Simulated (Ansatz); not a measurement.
The calculation used DFT PBE, scalar-relativistic, plane waves, PAW (Ansatz). All cells share a 420 eV cutoff and Γ-centred k meshes spaced about 0.3 Å⁻¹ or finer (0.25 for metals, 2π included). No spin polarisation.

All energies are static (0 K, no zero-point motion).

Two relaxed structures of InBi₃O:

A.

Space group P4/nmm:1 (No. 129). a = 3.921 Å, b = 3.921 Å, c = 16.597 Å, α = 90.00°, β = 90.00°, γ = 90.00°
```csv
atom,site,symmetry,x,y,z
In,2c,4mm,0.5000,0.0000,0.9369
Bi,2c,4mm,0.5000,0.0000,0.6862
Bi,2c,4mm,0.0000,0.5000,0.5601
Bi,2c,4mm,0.0000,0.5000,0.8003
O,2a,-4m2,0.5000,0.5000,0.0000
```

B.

Space group I4mm (No. 107). a = 6.329 Å, b = 6.329 Å, c = 7.364 Å, α = 90.00°, β = 90.00°, γ = 90.00°
```csv
atom,site,symmetry,x,y,z
In,2a,4mm,0.0000,0.0000,0.5008
Bi,4b,2mm.,0.5000,0.0000,0.4616
Bi,2a,4mm,0.0000,0.0000,0.0571
O,2a,4mm,0.0000,0.0000,0.7754
```

Question: Which is lower in energy, and by how much?

Answer: A is lower, by 237 meV/atom. A has space group P4/nmm (No. 129), 25.5 Å³/atom and no gap on its mesh; B has space group I4mm (No. 107), 29.5 Å³/atom and no gap. Counting Bi or In atoms around O (for each partner element, those within 1.25 times its shortest distance or 1.15 times the sum of covalent radii, where it is the nearest in units of that sum or under 1.3), A has O 4 and B has O 2. The denser one is the lower, and pressure would at first widen the difference. Both come from trial cells of a structure search, whose lowest cell (P2_1/m, 29.5 Å³/atom) lies 79 meV/atom below the lower of the two.

These runs have no spin–orbit coupling, which can matter for Bi. With atoms moved at random, A (by 79 meV/atom) fell into a lower structure. B had no clear such test and can be a saddle point. Some structure types and database cells were kept out of the candidates from the start, so a known form may be missing.
